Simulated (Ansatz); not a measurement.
LaB$_{2}$ (MoSi2 or CaC2 type, I4/mmm) under volume change, DFT-r²SCAN in the program Ansatz with PAW potentials, shape and atoms relaxed at each volume.

```json
[
 {"V (Å³/atom)": "17.614", "E − E(relaxed) (meV/atom)": "35.7", "P (GPa)": "7.04"},
 {"V (Å³/atom)": "18.195", "E − E(relaxed) (meV/atom)": "15.1", "P (GPa)": "4.36"},
 {"V (Å³/atom)": "18.775", "E − E(relaxed) (meV/atom)": "3.6", "P (GPa)": "2.02"},
 {"V (Å³/atom)": "19.356", "E − E(relaxed) (meV/atom)": "0.0", "P (GPa)": "0.00"},
 {"V (Å³/atom)": "19.937", "E − E(relaxed) (meV/atom)": "3.4", "P (GPa)": "-1.81"},
 {"V (Å³/atom)": "20.518", "E − E(relaxed) (meV/atom)": "12.9", "P (GPa)": "-3.39"},
 {"V (Å³/atom)": "21.098", "E − E(relaxed) (meV/atom)": "27.7", "P (GPa)": "-4.75"}
]
```

Q: What does a third-order Birch–Murnaghan fit give for V₀, B₀ and B′?

A: V₀ = 19.35 Å³/atom, B₀ = 63.8 GPa, B′ = 3.4.

The start of the workflow was typed in or built on a structure type; neither database checked (COD, Materials Project) lists it. Its standing as an ambient phase is unchecked. Symmetry was held in the r²SCAN relaxation; whether a distortion lowers the energy is not shown. Its formation energy is positive at this level, so the cell may be metastable or incomplete. Scalar-relativistic: spin–orbit coupling is off unless named, which matters more the heavier the elements.

Potentials: the earlier of the program's two PAW sets.
